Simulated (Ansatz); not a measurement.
Input:

SiGe:
```xyz
2
Lattice="3.6147 0.0000 0.0000 -1.8073 3.1304 0.0000 0.0000 0.0000 3.1938" Properties=species:S:1:pos:R:3 pbc="T T T"
Ge     0.0000     0.0000     0.0000
Si     1.8073     1.0435     1.5969
```

This is the r²SCAN-relaxed structure.

**Question.** All from plane-wave PAW r²SCAN (Ansatz code), unless another level is named. Estimate the electronic character.

**Answer.** metallic (no gap).

**Question.** And the formation energy from the elements (no fitted shifts)?

**Answer.** 0.56 eV/atom.

**Question.** Next, the density of states at the Fermi level?

**Answer.** 0.38 states/eV per atom (mean over ±0.08 eV).

**Question.** Predict the gap with spin–orbit coupling.

**Answer.** none (metallic).

Space group P-6m2. The cell is a constructed one: a structure type filled with these elements; neither database checked (COD, Materials Project) lists it. Its standing as an ambient phase is unchecked. The r²SCAN relaxation kept the symmetry of its start; whether a distortion lowers the energy is not shown. The references are the lowest solids computed at this level, not always the standard phases. Scalar-relativistic: spin–orbit coupling is off unless named, which matters more the heavier the elements.

Potentials: the earlier of the program's two PAW sets.
